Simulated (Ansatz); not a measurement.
Nb$_{5}$Si$_{3}$:
```
CELL_PARAMETERS angstrom
     -3.29358     3.29358     5.94017
      3.29358    -3.29358     5.94017
      3.29358     3.29358    -5.94017
ATOMIC_POSITIONS crystal
  Nb 0.01780 0.18476 0.50000
  Nb 0.98220 0.81524 0.50000
  Nb 0.18476 0.68476 0.16696
  Nb 0.81524 0.31524 0.83304
  Nb 0.68476 0.51780 0.50000
  Nb 0.31524 0.48220 0.50000
  Nb 0.51780 0.01780 0.83304
  Nb 0.48220 0.98220 0.16696
  Nb 0.50000 0.50000 0.00000
  Nb 0.00000 0.00000 0.00000
  Si 0.12862 0.62862 0.75725
  Si 0.87138 0.37138 0.24275
  Si 0.62862 0.87138 0.50000
  Si 0.37138 0.12862 0.50000
  Si 0.75000 0.75000 0.00000
  Si 0.25000 0.25000 0.00000
```

This is the r²SCAN-relaxed structure.

Problem. All from plane-wave PAW r²SCAN (Ansatz code), unless another level is named. Give the electronic character.

Solution. metallic (no gap).

Problem. Give the density of states at the Fermi level.

Solution. 0.36 states/eV per atom (mean over ±0.08 eV).

Problem. What about the formation energy from the elements (no fitted shifts)?

Solution. -0.74 eV/atom.

Space group I4/mcm. The workflow started from a Materials Project entry (that database holds measured and hypothetical structures alike); the Crystallography Open Database files this formula in space group No. 140, but the cells were not matched. Its standing as an ambient phase is unchecked. The r²SCAN relaxation kept the symmetry of its start; whether a distortion lowers the energy is not shown. The run is not spin-polarised. The references are the lowest solids computed at this level, not always the standard phases. Scalar-relativistic: spin–orbit coupling is off unless named, which matters more the heavier the elements.

Potentials: the earlier of the program's two PAW sets.
